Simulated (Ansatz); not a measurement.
LaH₃:
```
CELL_PARAMETERS angstrom
      0.00000     2.78648     2.78648
      2.78648     0.00000     2.78648
      2.78648     2.78648     0.00000
ATOMIC_POSITIONS crystal
  La 0.00000 0.00000 0.00000
  H  0.50000 0.50000 0.50000
  H  0.75000 0.75000 0.75000
  H  0.25000 0.25000 0.25000
```

Relaxed with r²SCAN. Special points in fractions of this cell's reciprocal vectors: Γ (0.000, 0.000, 0.000); X (0.500, 0.000, 0.500); U (0.625, 0.250, 0.625); K (0.375, 0.375, 0.750); L (0.500, 0.500, 0.500); W (0.500, 0.250, 0.750).

Question: List the band energies nearest the valence-band maximum at these points for plane-wave PAW r²SCAN with spin–orbit coupling (Ansatz code).

Answer: In eV from the valence-band maximum; about four levels below and three above (degenerate sets whole), none deeper than 8.9 eV; points with the same levels are listed once.

```tsv
k	below	above
Γ	-3.59 -3.59 0.00 0.00	0.25 0.25 0.25 0.25
X	-5.87 -5.87 -3.66 -3.66	1.30 1.30 1.37 1.37
U	-5.28 -5.28 -4.32 -4.32	1.08 1.08 1.20 1.20
L	-4.59 -4.59 -2.64 -2.64	0.09 0.09 0.21 0.21
W	-5.04 -5.04 -4.89 -4.89	0.50 0.50 1.36 1.36
```

Space group Fm-3m. The workflow started from a Materials Project entry (that database holds measured and hypothetical structures alike); the Crystallography Open Database copy checked does not list it. Its standing as an ambient phase is unchecked. Symmetry was held in the r²SCAN relaxation. At this level the phase is dynamically unstable (imaginary phonons).

Potentials: the later of the program's two PAW sets.
